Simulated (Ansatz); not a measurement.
MgO in space group P3m1 (No. 156; Pearson symbol hP12), the program Ansatz at the r²SCAN level (PAW). The conduction-band minimum lies at Γ, with 1 equivalent valley. Second derivatives d²E/dk² of the lowest band at one valley (eV·Å²), along Cartesian directions:

```csv
direction,d²E/dk²
[100],21.06
[010],21.06
[001],21.08
[110],21.06
[101],21.07
[011],21.07
```

### Question
Find the principal effective masses, the density-of-states mass and the conductivity mass.

### Answer
Off-diagonal terms follow from H_xy = H[110] − (H_xx + H_yy)/2, and m*/mₑ = 7.620 eV·Å² over each eigenvalue: 0.36, 0.36, 0.36. One valley's DOS mass (m₁m₂m₃)^(1/3) = 0.36, conductivity mass 3/(Σ 1/mᵢ) = 0.36 mₑ.

### Question
What effective density of states Nc follows at 300 K for parabolic valleys?

### Answer
Nc = 2.509e19 × 1 × (0.36)^(3/2) ≈ 5.4e18 cm⁻³.

### Question
With the computed static dielectric constant 5.65 (mean of the diagonal), estimate a hydrogenic donor's binding energy and radius.

### Answer
E = 13.606 eV × 0.36/5.65² ≈ 150 meV; a = 0.529 Å × ε/m* ≈ 8.3 Å. Semilocal masses tend to be too small when the gap is underestimated.

The first step of the workflow began from a Materials Project structure, measured or hypothetical; the Crystallography Open Database copy checked does not list it. It is not the phase usual at ambient conditions (space group No. 225). The r²SCAN relaxation kept the symmetry of its start; whether a distortion lowers the energy is not shown.

Potentials: the later of the program's two PAW sets.
